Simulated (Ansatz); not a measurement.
HfSiO₄:
```
CELL_PARAMETERS angstrom
     -3.29531     3.29531     2.98001
      3.29531    -3.29531     2.98001
      3.29531     3.29531    -2.98001
ATOMIC_POSITIONS crystal
  Hf 0.75000 0.25000 0.50000
  Hf 0.00000 0.00000 0.00000
  Si 0.25000 0.75000 0.50000
  Si 0.50000 0.50000 0.00000
  O  0.13539 0.31939 0.81600
  O  0.06939 0.75339 0.68400
  O  0.50339 0.31939 0.18400
  O  0.06939 0.38539 0.31600
  O  0.61461 0.93061 0.68400
  O  0.68061 0.86461 0.18400
  O  0.24661 0.93061 0.31600
  O  0.68061 0.49661 0.81600
```

Relaxed with HSE06. Special points in fractions of this cell's reciprocal vectors: Γ (0.000, 0.000, 0.000); X (0.000, 0.000, 0.500); M (-0.500, 0.500, 0.500); Z (0.454, 0.454, -0.454); Z0 (-0.454, 0.546, 0.454); P (0.250, 0.250, 0.250); N (0.000, 0.500, 0.000).

Q: List the band energies nearest the valence-band maximum at these points for DFT-HSE06 in the program Ansatz with PAW potentials.

A: In eV from the valence-band maximum; about four levels below and three above (degenerate sets whole), none deeper than 8.9 eV; points with the same levels are listed once.

```csv
k,below,above
Γ,-0.59 -0.56 -0.56 0.00,7.68 7.95 8.05
X,-0.94 -0.94 -0.61 -0.61,7.26 7.26 8.42 8.42
M,-1.13 -1.13 -0.88 -0.88,8.13 8.13 8.51 8.51
Z,-1.05 -1.05 -0.81 -0.81,8.04 8.22 8.40
P,-1.15 -1.15 -0.52 -0.52,7.25 7.25 8.65 8.65
N,-0.95 -0.87 -0.27 -0.17,7.54 7.66 8.47
```

Space group I4_1/amd. The HSE06 relaxation kept the symmetry of its start. The run is not spin-polarised. The hybrid was solved on a coarse mesh, the path and, where they were found, the r²SCAN edge points; its band edges are the extreme levels among these. Scalar-relativistic: spin–orbit coupling is off unless named, which matters more the heavier the elements.

Potentials: the later of the program's two PAW sets.
